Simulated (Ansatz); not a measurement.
One crystal and one scan (frozen-phonon scan) at two levels, PBE (plane waves to 420 eV, PAW, scalar-relativistic; Ansatz, a program for electronic structure) and r2SCAN (plane waves to 500 eV, PAW, scalar-relativistic; Ansatz), each from its own relaxed cell and on its own mesh.

The crystal is BN (zinc blende); a phonon pattern at Γ is frozen into a 2-atom cell, Q being the largest atomic displacement.

BN was relaxed with its symmetry unable to fall.

```csv
quantity,run 1,run 2
Lattice constant a (Å),3.610,3.625
"Band gap of the relaxed cell, no spin-orbit coupling (eV)",5.00,4.46
Harmonic wavenumber from the curvature (finite differences) (cm⁻¹ (negative: imaginary)),1044,1026
```

Q: Which run is which level?

A: Run 2 is PBE, run 1 is r2SCAN. PBE gives the higher value for: lattice constant a. PBE gives the lower value for: band gap of the relaxed cell, no spin-orbit coupling; harmonic wavenumber from the curvature. Both give the same shape of the curve: a single well with its minimum at or next to zero displacement.

(For displaced atoms, the force is minus the slope of the energy, and its curvature is a force constant, which sets phonon frequencies.)
